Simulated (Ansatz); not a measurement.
One crystal and one scan (energy against volume) at two levels, r2SCAN (plane waves to 500 eV, PAW, scalar-relativistic; Ansatz, a quantum-chemistry and plane-wave program) and PBE (plane waves to 420 eV, PAW, scalar-relativistic; Ansatz), each from its own relaxed cell and on its own mesh. The cell shown is that of r2SCAN.

Mg₃Sb₂ (A-La2O3 type, space group P-3m1)

```
CELL_PARAMETERS angstrom
      4.56691     0.00000     0.00000
     -2.28346     3.95506     0.00000
      0.00000     0.00000     7.24702
ATOMIC_POSITIONS crystal
  Sb 0.33333 0.66667 0.22875
  Sb 0.66667 0.33333 0.77125
  Mg 0.00000 0.00000 0.00000
  Mg 0.33333 0.66667 0.63354
  Mg 0.66667 0.33333 0.36646
```

This relaxed cell (volume V₀) is scaled evenly in all directions, its shape held. The atoms relax within the cell's symmetry.

Energies are smeared free energies. Mg3Sb2 was relaxed with its symmetry unable to fall. Spin-orbit coupling is left out, though Sb is heavy. With the shape held, the modulus is that of even scaling; a crystal free to change shape is softer. Percentages come from the unrounded values. Both scans cover V/V₀ from 0.900 to 1.100.

Results of r2SCAN:

```
Item                                                                         Value
---------------------------------------------------------------------------  -----
Lattice constant a (Å)                                                       4.567
Lattice constant c (Å)                                                       7.247
Relaxed volume (Å³/atom)                                                     26.18
Pressure at the smallest volume (GPa)                                         6.04
Energy cost of the largest compression (meV/atom)                             45.2
Energy cost of the largest expansion (meV/atom)                               31.9
Bulk modulus at fixed cell shape B₀ (third-order Birch-Murnaghan fit) (GPa)   46.1
Pressure derivative B₀′ (fit)                                                  4.1
Pressure for 5 % compression (fit) (GPa)                                       2.6
```

Task: What does PBE give for the same quantities?

Result: 
```tsv
quantity	PBE	r2SCAN − PBE
Lattice constant a (Å)	4.596	-0.029 (-0.6 %)
Lattice constant c (Å)	7.272	-0.025 (-0.3 %)
Relaxed volume (Å³/atom)	26.60	-0.42 (-1.6 %)
Pressure at the smallest volume (GPa)	5.53	+0.51 (+9.4 %)
Energy cost of the largest compression (meV/atom)	41.9	+3.3 (+7.8 %)
Energy cost of the largest expansion (meV/atom)	29.3	+2.6 (+9 %)
Bulk modulus at fixed cell shape B₀ (third-order Birch-Murnaghan fit) (GPa)	41.8	+4.3 (+10 %)
Pressure derivative B₀′ (fit)	4.3	-0.2 (-3 %)
Pressure for 5 % compression (fit) (GPa)	2.4	+0.2 (+10 %)
```

r2SCAN gives the higher value for: pressure at the smallest volume; energy cost of the largest compression; energy cost of the largest expansion; bulk modulus at fixed cell shape B₀. r2SCAN gives the lower value for: lattice constant a; lattice constant c; relaxed volume. Neither level is exact: the differences show how much the result hangs on the functional.

(Under strain, the slope of the energy per volume gives the stress and its curvature an elastic modulus.)
